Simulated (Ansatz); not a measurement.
Relaxed AgCl (rock salt):

```xyz
4
Lattice="0.0000 5.5450 5.5450 2.7725 0.0000 2.7725 2.7725 2.7725 0.0000" Properties=species:S:1:pos:R:3 pbc="T T T"
Cl     0.0000     0.0000     0.0000
Cl     0.0000     2.7725     2.7725
Ag     2.7725     2.7725     2.7725
Ag     2.7725     5.5450     5.5450
```

In this cell atom 1 (Cl, nearest neighbour Ag at 2.773 Å; its periodic images, 3.9 Å or more away, move with it) is moved by s along Cartesian [110], unit vector (0.707, 0.707, 0.000); all other atoms and the cell stay fixed.

Level of theory: r2SCAN (plane waves to 500 eV, PAW, scalar-relativistic; Ansatz, a first-principles code). k mesh 4×8×8 (Γ-centred), Fermi-Dirac smearing 0.05 eV. The energy includes the smearing's −TS. AgCl was relaxed with its symmetry unable to fall. ΔE is measured from the undisplaced structure.

```csv
s (Å),ΔE (meV/cell)
-0.830,withheld
-0.664,336
-0.498,160
-0.332,61
-0.166,14
0.000,0
0.166,14
0.332,61
0.498,160
0.664,336
0.830,withheld
```

Q: Fit an even polynomial form (powers 2, 4) to the given rows and predict ΔE at s = -0.830.

A: Least squares on the 9 given rows: ΔE = (490.6)·s² + (616.3)·s⁴, in meV/cell with s in Å; root-mean-square residual 0.3 meV/cell. At -0.830 the fit gives 630 meV/cell; the calculation gives 612 meV/cell, so the extrapolation is off by 18 (+2.9 %). The quadratic term alone would give 338 meV/cell.

(For displaced atoms, the force is minus the slope of the energy, and its curvature is a force constant, which sets phonon frequencies.)
